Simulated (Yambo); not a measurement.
## Convergence of the G0W0 gap of CsAgCl$_{2}$

G0W0@LDA for CsAgCl$_{2}$ (space group P4/nmm, No. 129) in Yambo. Reference settings: 2×2×1 Γ-centred k mesh, bands 9 to 465 and a 8 Ry block in the screening, 465 bands in G with the Bruneval-Gonze terminator, plasmon pole fitted at 27.2 eV. The LDA gap M → Γ on this mesh is 1.94 eV; G0W0 gaps are taken between the same points.

```tsv
change from the reference	G0W0 gap M → Γ (eV)	shift of the valence edge (eV)	rough Yambo cost
reference settings	4.09	-1.21	1
295 bands in W, 295 bands in G	4.11	-1.14	within a factor of two
295 bands in G	4.09	-1.20	–
211 bands in W	4.17	-1.10	within a factor of two
7 Ry block	4.07	-1.18	within a factor of two
pole fitted at 10 eV	4.08	-1.08	–
295 bands in G, no terminator	3.91	-0.88	–
no terminator	4.00	-1.05	–
```

The reference isn't shown to be the converged limit. Costs are rough (shared machines), scaled to the same edge states, and given only for runs that recompute the screening.

Spin-orbit splittings are left out.

Geometry of the Materials Project entry, not relaxed at this level; primitive cell a = b = 5.0684 Å, c = 9.8587 Å, α = β = γ = 90.00°.

The structure is a Materials Project entry; no match was found in the copy of COD used, and its stability was not checked.

A shift is the quasiparticle energy of the state minus its LDA energy.
